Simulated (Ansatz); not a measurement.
Calculation for K (hcp type): DFT, PBEsol, all-electron LAPW, scalar-relativistic (Ansatz 0.2.0). This run: volume at 0.4 of the series' base cell.

The cell comes from a relaxation on PAW files under the same functional, begun from a prototype that needn't be the stable phase.

Command: `ansatz run input.yaml --threads 1 --pin off --max-ram 2048MiB --backend cpu --events-out ev --progress --plain --runs-dir out` It took 6.7 s on 1 thread of Arm Neoverse V1, on a shared host, peak memory 0.24 GiB.

```yaml
crystal:
  lattice:
    - [3.4389403882, 0.0, 0.0]
    - [-1.7194701941, 2.9782097382, 0.0]
    - [0.0, 0.0, 5.5710834288]
  atoms:
    - { symbol: K, position: [0.3333333333, 0.6666666667, 0.25] }
    - { symbol: K, position: [0.6666666667, 0.3333333333, 0.75] }
kpoints:
  mp_grid: { grid: [10, 10, 5] }
  band_path:
    path:
      - [0.0, 0.0, 0.0]
      - [0.5, 0.0, 0.0]
      - [0.3333333333, 0.3333333333, 0.0]
      - [0.0, 0.0, 0.0]
      - [0.0, 0.0, 0.5]
      - [0.5, 0.0, 0.5]
      - [0.3333333333, 0.3333333333, 0.5]
      - [0.0, 0.0, 0.5]
      - [0.5, 0.0, 0.5]
    npoints: 8
scf:
  occupations: { method: fermi_dirac, width: 0.05 }
hamiltonian:
  xc: pbesol
  pseudopotentials: { kind: all_electron, lapw: { basis_error: 0.001 } }
output:
  forces: true
  stress: true
  eigenvalues: true
  populations: true
  dos: { projected: true, de: 0.2, e_range: [-14, 8] }
```

Output:

```
K: projections on atomic orbitals take those of the free atom 1s2 2s2 2p6 3s2 3p6 4s1, of charge +0.00 (hamiltonian.pseudopotentials.projection_atoms)
LAPW: plane waves up to 5.621 Å⁻¹, error target 1.0e-3 eV per atom; small_component_spin mean_spin; K in spheres of 1.710 Å, 9 of its electrons in bands, Dirac shells [] (how accurate: hamiltonian.pseudopotentials.lapw.basis_error, Limitations)
Engine: ansatz 0.2.0
Pseudopotentials: kind: all_electron
Pseudopotential: K, LAPW, valence charge 9, lapw/all_electron/scalar/gaussian/K, Koelling and Harmon's equation, gaussian nucleus
Functional definition: PBEsol
  exchange = pbesol_x
  correlation = pbesol_c
Crystal: 2 atoms, lattice volume = 57.058 Å³
Basis set: ecut = 120.39087083571216 eV, 159 PW (Γ), exchange–correlation at level 2
Bands: 13, of which v1, the nominal top of the filled ones, is band 9 counted from 1 (8 counted from 0)
Symmetry: 24 space group operations
Space group: P63/mmc (ITA 194), of the structure as read, at distance tolerance 3.8e-5 Å
k-points: 42 of 500
Non-local potential: K, projectors of the file, none
Initial density: superposition of atomic densities (chi_scale 0.1, normalization cell)
Initial wavefunctions: plane waves of lowest kinetic energy (no species holds an atomic orbital)
Functional: x = pbesol(κ = 0.804, μ = 0.12345679012345678), c = pbesol(β = 0.046)
iter 1 solved again at ethr=1.45e-4 eV; its pass at ethr=1.00e-1 eV (dr2=2.61e-2 eV) is discarded
SCF iter   1: F=—  HF=-32723.519473 eV  |F-HF|=—  |Δ(HF+E_count)|=         —  Δρ=5.71e-3  dr2=2.59e-2  ethr=1.45e-4  ⟨swp⟩=4.2  Hψ=4466  notcnv=0
preconditioner: auto → none  [metal: Δε(μ)=0.040 eV  Ē_g=15.488 eV  σ=0.050 eV  W_gap=0.20  n_scr=8 (ndim 8)  ℏωp=18.4 eV  f_vac=0.000  D(μ)=2.53/eV (n_scr^D=22)  sad-step TF]
SCF iter   2: F=—  HF=-32723.480732 eV  |F-HF|=—  |Δ(HF+E_count)|=   3.87e-2  Δρ=3.63e-3  dr2=1.17e-2  ethr=1.44e-4  ⟨swp⟩=2.1  Hψ=1968  notcnv=0
SCF iter   3: F=—  HF=-32723.478811 eV  |F-HF|=—  |Δ(HF+E_count)|=   1.92e-3  Δρ=1.20e-3  dr2=1.29e-3  ethr=6.51e-5  ⟨swp⟩=2.0  Hψ=1827  notcnv=0
iter 4 solved again at ethr=1.28e-8 eV; its pass at ethr=7.19e-6 eV (dr2=2.31e-6 eV) is discarded
SCF iter   4: F=—  HF=-32723.478882 eV  |F-HF|=—  |Δ(HF+E_count)|=   7.06e-5  Δρ=5.30e-5  dr2=2.29e-6  ethr=1.28e-8  ⟨swp⟩=3.1  Hψ=3004  notcnv=0
SCF iter   5: F=-32723.478883 eV  HF=-32723.478883 eV  |F-HF|=3.79e-8  |Δ(HF+E_count)|=   1.01e-6  Δρ=5.93e-6  dr2=2.41e-8  ethr=1.27e-8  ⟨swp⟩=2.9  Hψ=1878  notcnv=0
SCF 1 converged in 5 iterations: F = -32723.478883 eV  dr2 = 2.41e-8
NSCF: frozen V_eff on 65 k-points
SCF converged after 5 iterations
Free energy (F): -32723.478883 eV
Harris-Foulkes:  -32723.478883 eV  (|F-HF|=3.79e-8)
Internal energy: -32723.458620 eV  (E = F + TS)
E sigma→0 (E₀):  -32723.468752 eV
Entropy (-TS):   -0.020263 eV (-10.131 meV/atom)
Fermi energy:    8.613537 eV
--- Per-component energies (eV) ---
  E_band       = -165.418361
  E_kinetic    = 32960.737179
  E_xc         = -1778.160345
  E_electrostatic = -63906.035454  (all electrons and nuclei)
  E_smearing   = -0.020263  (= −TS)
  E_closure    = 0.000000  (closes the sum)
  E_atoms      = -32723.529997  (free atoms, spherical and without spin; not in F)
  Σ components = -32723.478883   (vs F -32723.478883, Δ=0.00e0)
  Basis errors (estimates in eV, not in F): energy 2.1e-4 per atom: plane waves 2.0e-4 (1.0e-4 summed), levels above the bands 3.2e-24, relativity 1.9e-8, radial functions 6.4e-6, core shells 7.3e-8; eigenvalues (radial functions only) 1.0e-6; not estimated: angular momenta, meshes, grids; target (lapw.basis_error) 1.0e-3; muffin-tin radii K 1.710 Å
--- Forces (eV/Å), atoms counted from 1 ---
  atom   1  K     -0.00000000     0.00000000     0.00000000
  atom   2  K     -0.00000000    -0.00000000     0.00000000
  max |Σ_I F_I| component: 2.08e-17 eV/Å
--- Stress (GPa, compression-positive) ---
       16.158998      -0.000000      -0.000000
       -0.000000      16.158998      -0.000000
       -0.000000      -0.000000      16.653100
  P = ⅓ Tr σ = 16.3237 GPa (163.237 kbar)
--- Band table (eV; the first three rows and the last of 42) ---
  k-point 0: bands = ["-23.7487", "-23.5382", "-7.9352", "-6.8575", "-6.8575", "-6.7140", "-6.7140", "-6.7007", "5.1269", "8.4145", "10.6533", "12.9237", "12.9237"]
  k-point 1: bands = ["-23.7291", "-23.5589", "-7.8289", "-6.8440", "-6.8440", "-6.8328", "-6.7278", "-6.7278", "5.4204", "8.0947", "10.7442", "12.7479", "12.8442"]
  k-point 2: bands = ["-23.6774", "-23.6124", "-7.5407", "-7.1619", "-6.8083", "-6.8083", "-6.7639", "-6.7639", "6.2060", "7.2284", "11.1919", "11.9706", "12.8400"]
  k-point 41: bands = ["-23.5019", "-23.4938", "-7.6775", "-7.6720", "-7.4269", "-7.3198", "-6.9312", "-6.8942", "9.4321", "9.4395", "10.2089", "10.5515", "10.9505"]
--- Löwdin populations: 2 sites ---
  site symbol       q [e]
     0      K     18.9056
     1      K     18.9056
  spilling = 0.004969 (of n_electrons = 38.000000)
```

populations.tsv:

```
# site	symbol	l	j	q
# orbitals = lowdin
# n_electrons = 38.000000
# spilling = 0.004969
# projection_atom_K: 1s2 2s2 2p6 3s2 3p6 4s1
0	K	0_1S	-	1.999975
0	K	0_2S	-	1.998416
0	K	0_3S	-	1.958034
0	K	0_4S	-	0.966085
0	K	1_2P	-	5.999984
0	K	1_3P	-	5.983091
1	K	0_1S	-	1.999975
1	K	0_2S	-	1.998416
1	K	0_3S	-	1.958034
1	K	0_4S	-	0.966085
1	K	1_2P	-	5.999984
1	K	1_3P	-	5.983091
```

The structure type is held throughout; the real material can change phase at far lower pressure.
